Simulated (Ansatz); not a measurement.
AgI:
Space group P6₃/mmc (No. 194); a = b = 4.420 Å, c = 6.406 Å, α = β = 90.00°, γ = 120.00°

```
atom  site  symmetry       x       y       z
----  ----  --------  ------  ------  ------
Ag      2a      -3m.  0.0000  0.0000  0.0000
I       2c      -6m2  0.3333  0.6667  0.2500
```

Relaxed with PBEsol.

**Question.** Decompose the optical modes at the zone centre into irreducible representations, and say which are infrared and Raman allowed.

**Answer.** Point group 6/mmm: Γ_opt = A2u + B1g + B2u + E1u + E2g + E2u. Infrared: A2u, E1u. Raman: E2g.

**Question.** Assign frequencies (DFPT, the program Ansatz at the PBEsol level (PAW); without the LO–TO term).

**Answer.** A2u 27, E2u 50, E2g 65, B2u 65, E1u 70, B1g 110 cm⁻¹.

Subscripts of B labels follow the axes of the standard setting.

Space group P6_3/mmc (NiAs type). The start of the workflow was typed in or built on a structure type; neither database checked (COD, Materials Project) lists it. It is not the phase usual at ambient conditions (space group No. 186, 216). Symmetry was held in the PBEsol relaxation; of distortions, only those at the zone centre were tested. The run is not spin-polarised. Spin–orbit coupling is left out wherever it is not named.

Potentials: the later of the program's two PAW sets.
